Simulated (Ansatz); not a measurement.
A geometry of TiSi2 away from equilibrium: step 2 of the relaxation of a relaxed TiSi2 cell displaced along its unstable phonon at q = (½, 0, 0) of its primitive reciprocal cell (146i cm⁻¹), largest move 0.15 Å. These are PBEsol (plane waves to 420 eV, PAW, scalar-relativistic; Ansatz, an electronic-structure program) values and carry that method's errors. Γ-centred k-mesh 5×10×10 on the run's cell (coarser than for final values), Fermi–Dirac smearing 0.05 eV.

```yaml
crystal:
  lattice:
    - [0.08711, 5.84042, 5.84042]
    - [2.96376, 0.00000, 2.96376]
    - [2.96376, 2.96376, 0.00000]
  atoms:
    - { symbol: Ti, position: [0.97119, 0.01921, 0.01921] }
    - { symbol: Ti, position: [0.52881, 0.98079, 0.98079] }
    - { symbol: Si, position: [0.14743, 0.23505, 0.23505] }
    - { symbol: Si, position: [0.59450, 0.27033, 0.27033] }
    - { symbol: Si, position: [0.35257, 0.76495, 0.76495] }
    - { symbol: Si, position: [0.90550, 0.72967, 0.72967] }
```

Q: Give the Cartesian forces on all atoms (eV/Å).

A: 
| atom | Fx | Fy | Fz |
|---|---|---|---|
| Ti1 | 0.31 | -0.31 | -0.31 |
| Ti2 | -0.31 | 0.31 | 0.31 |
| Si3 | -0.06 | 0.06 | 0.06 |
| Si4 | 0.24 | -0.24 | -0.24 |
| Si5 | 0.06 | -0.06 | -0.06 |
| Si6 | -0.24 | 0.24 | 0.24 |

Q: What is the pressure?

A: -0.4 GPa, compression positive.

Q: How far above the relaxed end point is this geometry?

A: 0.18 eV/atom; the path ends in R-3m (No. 166).

No spin polarisation in the result.

The run could not lose the symmetry of its start: the end is stationary, and may be a saddle point rather than a minimum.

The end of the path is a generated cell of TiSi2: the first start was made by placing the elements on the sites of a structure type, and the end was not matched to a known phase here, so it may be hypothetical. Known forms of TiSi2 include space group No. 63, 70.
